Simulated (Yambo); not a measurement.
A G0W0@LDA run in Yambo for NaYS2 (space group R-3m, No. 166) (4×4×4 Γ-centred k mesh, bands 3 to 129 and a 7 Ry block in the screening, 129 bands in G with the Bruneval-Gonze terminator, plasmon pole fitted at 27.2 eV) gives these matrix elements, in eV, at the band edges (Γ → F):

```tsv
state	E0	<Vxc>	<Σx>	<Σc(E0)>	Z
valence edge	0.000	-13.206	-16.167	1.787	0.786
conduction edge	2.006	-10.848	-6.225	-3.699	0.818
```

Question: Solve the linearised quasiparticle equation for both states, give the gap, and say how exchange and correlation each act on it.

Answer: E = E0 + Z(Σx + Σc − Vxc). Valence: 0.000 + 0.786 × (-16.167 + (1.787) − (-13.206)) = -0.92 eV. Conduction: 2.006 + 0.818 × (-6.225 + (-3.699) − (-10.848)) = 2.76 eV. The gap is 3.68 eV, against 2.01 eV in LDA. Replacing Vxc by bare exchange alone would open it by 7.58 eV; correlation takes back 5.49 eV of that, and Z scales what is left. Nearest settings tried, and what they do to the gap: 100 bands in W, 100 bands in G: +5 meV; 3 Ry block (61 vectors against 191): -242 meV; 2×2×2 mesh: +13 meV. So the settings aren't converged at that level. 

Geometry relaxed with LDA; primitive cell a = b = c = 6.838 Å, α = β = γ = 33.12°.
